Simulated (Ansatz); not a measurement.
Sensitivity of the gradients in GaN with Sn replacing Ga to the input

Cell: a supercell of GaN (wurtzite type, P6_3mc) built from an entry of the Crystallography Open Database (COD) (the entry's cell lengths or inner coordinates differ somewhat from later room-temperature determinations), with all atoms left at the host's positions.

Space group P3m1 (No. 156); a = 6.3600, c = 10.3320 Å, γ = 120.00°.

| site | Wyckoff | site symmetry | x | y | z |
| --- | --- | --- | --- | --- | --- |
| Sn | 1a | 3m. | 0.0000 | 0.0000 | 0.0000 |
| Ga2 | 1a | 3m. | 0.0000 | 0.0000 | 0.5000 |
| Ga3 | 3d | .m. | 0.0000 | 0.5000 | 0.0000 |
| Ga4 | 3d | .m. | 0.0000 | 0.5000 | 0.5000 |
| Ga9 | 3d | .m. | 0.1667 | 0.8333 | 0.2500 |
| Ga10 | 3d | .m. | 0.1667 | 0.8333 | 0.7500 |
| Ga15 | 1c | 3m. | 0.6667 | 0.3333 | 0.2500 |
| Ga16 | 1c | 3m. | 0.6667 | 0.3333 | 0.7500 |
| N17 | 1a | 3m. | 0.0000 | 0.0000 | 0.1875 |
| N18 | 1a | 3m. | 0.0000 | 0.0000 | 0.6875 |
| N19 | 3d | .m. | 0.0000 | 0.5000 | 0.1875 |
| N20 | 3d | .m. | 0.0000 | 0.5000 | 0.6875 |
| N25 | 3d | .m. | 0.1667 | 0.8333 | 0.4375 |
| N26 | 3d | .m. | 0.1667 | 0.8333 | 0.9375 |
| N31 | 1c | 3m. | 0.6667 | 0.3333 | 0.4375 |
| N32 | 1c | 3m. | 0.6667 | 0.3333 | 0.9375 |

One atom of each set is listed.

Reference run. The numbers come from a DFT calculation in Ansatz (PBE, plane waves and PAW, scalar-relativistic, 420 eV cutoff, Γ-centred 4×4×2 k-points, Fermi–Dirac smearing 0.01 eV, cell charge -1).

(1) The input is changed as follows: `kpoints.mp_grid.grid`: [4, 4, 2] → [1, 1, 1]; `scf.max_iter`: not typed → 80. What happens to V_zz (10²¹ V/m²) and η?

## Answers

(1) 

```csv
site,V_zz reference,η reference,V_zz changed,η changed
Sn,-1.29,0.00,4.68,0.00
Ga2,0.024,0.00,2.96,0.00
Ga3,-1.14,0.34,1.73,0.78
Ga4,-0.057,0.20,2.68,0.02
Ga9,1.04,0.42,1.85,0.86
Ga10,0.82,0.17,3.74,0.06
Ga15,-0.55,0.00,2.10,0.00
Ga16,0.014,0.00,2.74,0.00
N17,0.38,0.00,3.67,0.00
N18,0.091,0.00,3.31,0.00
N19,-0.12,0.65,3.25,0.15
N20,0.090,0.36,3.25,0.04
N25,0.25,0.09,3.45,0.02
N26,0.43,0.33,2.69,0.32
N31,0.14,0.00,3.38,0.00
N32,-0.23,0.00,2.70,0.00
```

The largest change of V_zz along a kept axis is on Sn, from -1.29 to 4.68. Small gradients that grow severalfold: N26 (0.43 to 2.69), N17 (0.38 to 3.67), N25 (0.25 to 3.45), N32 (-0.23 to 2.70) and 7 more sites. On Ga3 V_xx and V_yy change places (or their axes turn by over 50°), so the two values of η hide a larger change. V_zz changes sign on Sn (same axis), Ga3 (axis turned by 39°), Ga15 (same axis), N32 (same axis), Ga4 (same axis). On Ga9, N26, N19 the largest principal value lies along another axis in the second run, so the two V_zz can't be compared directly. The changed run opens a gap. SCF iterations: 9 and 10. The changed input holds the Γ point alone as its k-mesh, so its numbers aren't properties of the crystal.

On the reference run: The run isn't spin-polarised, and a state with spin may lie lower. The defect repeats with the cell of 32 atoms, so it feels its images: sites between two images don't show the values beside a lone defect, and zeros or small values of η there can come from the images' arrangement. Ga and N carry a gradient in the pure host already, so the values there aren't the defect's effect alone. A uniform background compensates the cell's charge. The defect cell has no gap above 0.1 eV on its mesh, so the values can hang on the smearing and the k-mesh. Without spin–orbit coupling (the program notes it for Sn) the gradients can shift somewhat, as the gap is small. The cell keeps the host's lattice, where the PBE pressure is 15 GPa (in a charged cell this depends on the convention for the mean potential). The neighbours have not yet relaxed around the defect (largest force 3.0 eV/Å), so a real crystal will differ.
